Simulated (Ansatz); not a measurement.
**TiB₂ (P6/mmm), an elastic constant from a strain scan**

The calculation used Ansatz 0.2.0, DFT PBE, scalar-relativistic, plane waves, PAW. Settings: plane waves to 420 eV, k-mesh 18×18×14 (Γ-centred), Gaussian smearing 0.15 eV. No spin polarisation. Energies are free energies at this smearing, counted from the undisturbed cell; pressure is positive in compression.

Reference structure (relaxed at this level; it needn't be the usual structure):

```
Ti B
1.0
     3.03180    0.00000    0.00000
    -1.51590    2.62562    0.00000
     0.00000    0.00000    3.22423
Ti B
1 2
Direct
  0.00000 0.00000 0.00000
  0.33333 0.66667 0.50000
  0.66667 0.33333 0.50000
```

The cell is strained by ε times the Voigt pattern (1, 1, 0, 0, 0, 0) (xx, yy, zz, yz, xz, xy; engineering shear) with fractional coordinates fixed. The cell holds 3 atoms in V0 = 25.67 Å³. The stress column is τ = (1/V0) dE/dε, got from the stress tensor σ (compression positive) at each point as −det(1 + εP) σ : P(1 + εP)⁻¹, with P the pattern as a tensor.

| ε | ΔE (meV/atom) | τ (GPa) |
| --- | --- | --- |
| -0.0200 | 16.206 | -30.948 |
| -0.0150 | 9.033 | -22.835 |
| -0.0100 | 3.987 | -14.997 |
| -0.0050 | 1.002 | -7.426 |
| 0.0000 | 0.000 | -0.113 |
| 0.0050 | 0.918 | 6.948 |
| 0.0100 | 3.690 | 13.764 |
| 0.0150 | 8.246 | 20.345 |
| 0.0175 | 11.179 | 23.550 |
| 0.0200 | ? | ? |

Which combination of elastic constants does this scan measure, and how large is it?

For small ε, τ = τ0 + Kε with K = pᵀCp, which for this pattern is C11 + C22 + 2 C12 in the Cartesian frame shown. The parabola through τ at ε = -0.0050, 0 and 0.0050 has slope K = 1437 GPa at zero. The energies per cell, E = NΔE, of the same two points give K = 2[E(ε₊)/ε₊ − E(ε₋)/ε₋]/[(ε₊ − ε₋)V0] = 1438 GPa, in agreement.

Predict the withheld row at ε = 0.0200 from the harmonic law, and compare.

ΔE = V0(τ0 ε + Kε²/2)/N = 15.230 meV/atom and τ = 28.63 GPa. The calculation gives 14.533 meV/atom and 26.70 GPa, a miss of 4.6 % of the harmonic energy, so the harmonic law still holds here.

In a metal these slopes depend on the k mesh and the smearing.

Cost: 10 runs of about 1.7 core-minutes in all, on Arm Neoverse N1 (shared hosts).